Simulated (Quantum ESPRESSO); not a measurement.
```cif
data_CdSe
_chemical_formula_sum 'Se1 Cd1'
_space_group_name_H-M_alt 'P 1'
_space_group_IT_number 1
_cell_length_a 4.25825
_cell_length_b 4.25825
_cell_length_c 4.25825
_cell_angle_alpha 60.000
_cell_angle_beta 60.000
_cell_angle_gamma 60.000
loop_
_space_group_symop_operation_xyz
  'x, y, z'
loop_
_atom_site_label
_atom_site_type_symbol
_atom_site_fract_x
_atom_site_fract_y
_atom_site_fract_z
_atom_site_occupancy
Se1 Se 0.25000 0.25000 0.25000 1
Cd1 Cd 0.00000 0.00000 0.00000 1
```

The PBEsol cell relaxed from Materials Project entry mp-2691 was given an isotropic strain of -1 % on all lattice vectors, and the atoms were relaxed again.

Question: What does norm-conserving PBE (stringent potentials; Quantum ESPRESSO, 120 Ry, without SOC) give for the electronic structure near the Fermi level?

Answer: The PBE gap is direct, 0.67 eV at Γ. Spin-orbit splittings are left out.
